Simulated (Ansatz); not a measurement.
The start is a relaxed Be cell displaced along its unstable phonon at q = Γ (76i cm⁻¹), largest move 0.15 Å. The cell and all atomic positions are relaxed at zero pressure with r2SCAN (plane waves to 500 eV, PAW, scalar-relativistic; Ansatz, an electronic-structure program). The first steps use a coarse 15×15×9 k-mesh.

Starting cell:
```
Be
1.0
    1.10329    -4.14707     0.00000
    1.10329     4.14707     0.00000
    0.00000     0.00000     3.50491
Be
4
Cartesian
  0.95329   0.54198   0.87623
  1.05572  -2.73700   2.62868
  1.15087   2.73700   0.87623
  1.25329  -0.54198   2.62868
```

Largest initial force: 0.26 eV/Å, on Be2, Be3 (atoms numbered as listed)
Shortest distances (start → end): The closest pairs of elements (up to four, under 3.6 Å), start → end: Be–Be 2.08 → 2.21 Å
Band gap at the end: no gap (metallic)
Optimiser moves: 11

The end point of the relaxation:

Space group P6₃/mmc (No. 194); a = b = 2.263 Å, c = 3.563 Å, α = β = 90.00°, γ = 120.00°

| atom | site | symmetry | x | y | z |
|---|---|---|---|---|---|
| Be | 2c | -6m2 | 0.3333 | 0.6667 | 0.2500 |

Final values are on a 23×23×13 k-mesh of the relaxed cell. No spin polarisation in the result.

The run could not lose the symmetry of its start.

Of the parent cell (Cmcm (No. 63)): it is a generated cell of Be: the first start was made by placing the elements on the sites of a structure type, and the end was not matched to a known phase here, so it may be hypothetical. Known forms of Be include space group No. 194.
